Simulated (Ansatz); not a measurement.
# Os (Fm-3m), clamped-ion strain scan

The calculation used Ansatz, DFT r2SCAN, scalar-relativistic, plane waves, PAW. Cutoff 500 eV, Γ-centred 20×20×20 k-points, Gaussian smearing of 0.15 eV. Spin–orbit coupling is left out, which can shift energies with elements as heavy as these. No spin polarisation. Energies are free energies at this smearing, counted from the undisturbed cell; pressure is positive in compression.

The starting cell (as given, not relaxed at this level; it stands at -16.9 GPa; this fcc form isn't the usual structure):

```
Os
1.0
     0.00000    1.94500    1.94500
     1.94500    0.00000    1.94500
     1.94500    1.94500    0.00000
Os
1
Direct
  0.00000 0.00000 0.00000
```

The cell is strained by ε times the Voigt pattern (1, 0, 0, 0, 0, 0) (xx, yy, zz, yz, xz, xy; engineering shear) with fractional coordinates fixed. The cell is metallic on the mesh throughout. At -17 GPa the given cell is far from its own equilibrium, so these figures belong to a strongly strained crystal.

```csv
ε,ΔE (meV/atom),"stress summed along the pattern (GPa, tension positive)",pressure (GPa)
-0.0600,11.0,-24.29,8.2
-0.0450,-13.9,-12.13,0.9
-0.0300,?,-1.14,?
-0.0150,-17.7,8.56,-11.6
0.0000,0.0,16.89,-16.9
0.0150,28.5,24.32,-21.7
0.0300,66.9,31.38,-26.0
0.0450,?,38.04,?
0.0525,?,?,-31.6
0.0600,171.4,44.09,-33.2
```

(1) Give the withheld values.

Results:

(1) ΔE (meV/atom) at ε = -0.0300: -22.9; pressure (GPa) at ε = -0.0300: -5.6; ΔE (meV/atom) at ε = 0.0450: 114.7; pressure (GPa) at ε = 0.0450: -29.8; ΔE (meV/atom) at ε = 0.0525: 142.0; stress summed along the pattern (GPa, tension positive) at ε = 0.0525: 41.14.